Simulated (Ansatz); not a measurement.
Relaxed-ion elastic tensor of ZnS (wurtzite, space group No. 186) in GPa (Voigt order), the program Ansatz at the LDA level (PAW); density 4.35 g/cm³, 18.58 Å³ per atom.

```
 137  65.6  51.0   0.0   0.0   0.0
65.6   137  51.0   0.0   0.0   0.0
51.0  51.0   164   0.0   0.0   0.0
 0.0   0.0   0.0  30.5   0.0   0.0
 0.0   0.0   0.0   0.0  30.5   0.0
 0.0   0.0   0.0   0.0   0.0  35.9
```

Is the crystal mechanically stable?

Yes: the smallest eigenvalue of C is 30.5 GPa.

Work out the Voigt, Reuss and Hill averages.

K_V = 86.0, K_R = 85.9, K_H = 86.0; G_V = 37.5, G_R = 35.8, G_H = 36.7 GPa.

Give Young's modulus, Poisson's ratio, Pugh's ratio and the universal anisotropy index.

E = 9KG/(3K + G) = 96.3 GPa; ν = 0.31; K/G = 2.35 (ductile by the Pugh limit of 1.75); A_U = 5G_V/G_R + K_V/K_R − 6 = 0.23.

Estimate the sound speeds and the Debye temperature.

v_l = √((K + 4G/3)/ρ) = 5570 m/s, v_t = √(G/ρ) = 2900 m/s, mean 3250 m/s; Θ = (h/k)(3n/4πV)^(1/3) v_m = 365 K.

How much does each axis shrink under pressure?

Linear compressibilities β_i = Σ_j S_ij (j = 1 to 3): x 4.0, y 4.0, z 3.6 per TPa.

Space group P6_3mc (wurtzite). The cell was relaxed with LDA under the symmetry of its start.

Potentials: the earlier of the program's two PAW sets. The files were generated under PBE; for other functionals the program regenerates the frozen cores, and for LDA and PBEsol the local potential too.
